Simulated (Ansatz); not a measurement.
Consider the following.

Bi$_{2}$Te$_{3}$:
```yaml
crystal:
  lattice:
    - [2.20035, 1.27037, 10.53274]
    - [-2.20035, 1.27037, 10.53274]
    - [0.00000, -2.54074, 10.53274]
  atoms:
    - { symbol: Bi, position: [0.39800, 0.39800, 0.39800] }
    - { symbol: Bi, position: [0.60200, 0.60200, 0.60200] }
    - { symbol: Te, position: [0.00000, 0.00000, 0.00000] }
    - { symbol: Te, position: [0.21456, 0.21456, 0.21456] }
    - { symbol: Te, position: [0.78544, 0.78544, 0.78544] }
```

This is the r²SCAN+D4-relaxed structure.

Question: All from r²SCAN+D4 (plane waves, PAW; program Ansatz), unless another level is named. Predict the formation energy from the elements (no fitted shifts).

Answer: -0.27 eV/atom.

Question: Next, the electron effective mass?

Answer: 0.092, 0.092, 0.50 mₑ (principal values).

Question: What about the hole effective mass?

Answer: 0.15, 0.15, 0.48 mₑ (principal values).

Question: Give the band gap.

Answer: 0.74 eV (direct).

Question: What about the valence-band maximum?

Answer: at Γ.

Space group R-3m. Symmetry was held in the r²SCAN+D4 relaxation. The references are the lowest solids computed at this level, not always the standard phases. Spin–orbit coupling is left out wherever it is not named.

Potentials: the later of the program's two PAW sets.
